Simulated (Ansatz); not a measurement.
Si: start and end of a relaxation

Recipe of this trial structure of Si: random sheet by layer group and Wyckoff sites. The dimensions are guesses.

The sheet is periodic along a and b; c holds vacuum. Symmetry isn't written into the files.

start.cif

```cif
data_structure
_symmetry_space_group_name_H-M 'P 1'
_symmetry_Int_Tables_number 1
_cell_length_a 2.4848
_cell_length_b 3.5047
_cell_length_c 16.0000
_cell_angle_alpha 90.000
_cell_angle_beta 90.000
_cell_angle_gamma 90.000
_cell_volume 139.34
loop_
_atom_site_label
_atom_site_type_symbol
_atom_site_fract_x
_atom_site_fract_y
_atom_site_fract_z
_atom_site_occupancy
Si1 Si 0.00000 0.00000 0.55638 1
Si2 Si 0.50000 0.50000 0.44362 1
```

Computed with DFT PBE, scalar-relativistic, plane waves, PAW in Ansatz 0.2.0. Cutoff 420 eV, Gaussian smearing, Γ-centred meshes. In-plane cell and atoms relax first on a coarse mesh and then on a finer one. In metals the finer mesh still leaves noise of several meV/atom or more. The steps can't lower the symmetry of their start. No spin polarisation.

end.cif

```cif
data_structure
_symmetry_space_group_name_H-M 'P 1'
_symmetry_Int_Tables_number 1
_cell_length_a 2.4457
_cell_length_b 3.3705
_cell_length_c 27.4086
_cell_angle_alpha 90.000
_cell_angle_beta 90.000
_cell_angle_gamma 90.000
_cell_volume 225.93
loop_
_atom_site_label
_atom_site_type_symbol
_atom_site_fract_x
_atom_site_fract_y
_atom_site_fract_z
_atom_site_occupancy
Si1 Si 0.00000 0.00000 0.32064 1
Si2 Si 0.50000 0.50000 0.26312 1
```

The symmetry stays pmmn (No. 46). The area per atom shrinks by 5.3 %, from 4.4 to 4.1 Å². The shortest distance goes from 2.48 Å (Si–Si) to 2.45 Å (Si–Si). The program sets the height of the box itself, so the height of the cell differs between start and end.

```yaml
Layer_group: pmmn (No. 46)
In-plane_cell: a = 2.446 Å, b = 3.370 Å, γ = 90.0°
Area_per_atom: 4.12 Å²
Thickness_between_the_outermost_nuclei: 1.58 Å
Energy_over_the_standard_state: +0.80 eV/atom
Gap_on_the_22×16×1_mesh_of_the_2-atom_cell: 0 eV (a metal)
```

Energies count from the standard state of Si at the same level. It lies above the standard state, so it could only be metastable.

The last run used Gaussian smearing of 0.10 eV. Symmetry constrained the relaxation, so the result can be a saddle point. In all, the 3 runs took 3.8 min on 1 thread of Intel(R) Xeon(R) Platinum 8259CL CPU @ 2.50GHz (Skylake/Cascade Lake) (shared host).
